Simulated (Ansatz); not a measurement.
A film clamped to a substrate in TiC

These are results of Ansatz, DFT r2SCAN, scalar-relativistic, plane waves, PAW, not measurements. The runs took a 500 eV cutoff, a Γ-centred 18×18×18 mesh and Gaussian smearing (0.15 eV). No spin polarisation. Energies are free energies at this smearing, counted from the undisturbed cell; pressure is positive in compression.

Reference structure (as given, not relaxed at this level; it stands at 0.0 GPa):

```
Ti C
1.0
     0.00000    2.16400    2.16400
     2.16400    0.00000    2.16400
     2.16400    2.16400    0.00000
Ti C
1 1
Direct
  0.00000 0.00000 0.00000
  0.50000 0.50000 0.50000
```

The cell (2 atoms, V0 = 20.27 Å³) is strained by p along both x and y and by q along z, fractional coordinates fixed. τp = (1/V0) ∂E/∂p = (σxx + σyy)(1 + p)(1 + q) and τq = (1/V0) ∂E/∂q = σzz(1 + p)², with tension positive.

| p | q | ΔE (meV/atom) | τp (GPa) | τq (GPa) |
| --- | --- | --- | --- | --- |
| 0.000 | 0.000 | 0.00 | 0.06 | 0.03 |
| -0.015 | 0.000 | 9.79 | -21.21 | -3.87 |
| 0.015 | 0.000 | 8.98 | 18.41 | 3.86 |
| 0.000 | -0.015 | 3.96 | -3.84 | -8.61 |
| 0.000 | 0.015 | 3.59 | 3.88 | 7.33 |

Get the second derivatives of the energy density.

Central differences give A = ∂τp/∂p = 1321 GPa (C11 + C22 + 2 C12), C = ∂τq/∂q = 531 GPa (C33) and the cross term B = ∂τq/∂p = 257 GPa (C13 + C23); ∂τp/∂q = 257 GPa must equal B, and any difference shows higher-order terms. The ions are clamped. In a cubic crystal C11 = C = 531, C12 = B/2 = 129 GPa and A should be 2(C11 + C12) = 1320 GPa; the bulk modulus is (C11 + 2 C12)/3 = 263 GPa.

A film of this crystal grows with z along the normal on a substrate that imposes p. How does its thickness respond, and what does the misfit cost?

Count p and q from the stress-free cell. A free surface needs τq = 0, so q = −(B/C) p = -0.48 p. The energy density left is (A − B²/C) p²/2 = M p², with the biaxial modulus M = 598 GPa; a misfit of 1 % costs 3.78 meV/atom, against 4.18 meV/atom if the thickness were held.

At p = 0.030 the energies along q are 36.2 (q = -0.030), 30.8 (q = -0.015), 34.1 (q = 0.000), 44.8 (q = 0.015), 61.7 (q = 0.030) meV/atom.

Does the linear rule hold at this misfit?

A parabola through the lowest point and its neighbours has its minimum at q = -0.013, 30.7 meV/atom. With the stress left in the starting cell, τp0 and τq0, linear elasticity gives q = −(τq0 + Bp)/C = -0.015 and E = V0(τp0 p + τq0 q + Ap²/2 + Bpq + Cq²/2)/N = 34.1 meV/atom. The energies differ by more than a tenth, so the quadratic law fails here: the gap holds the anharmonic part, with some error from the wide steps. Cubic terms also shift the vertex of so wide a parabola.

In a metal these slopes depend on the k mesh and the smearing.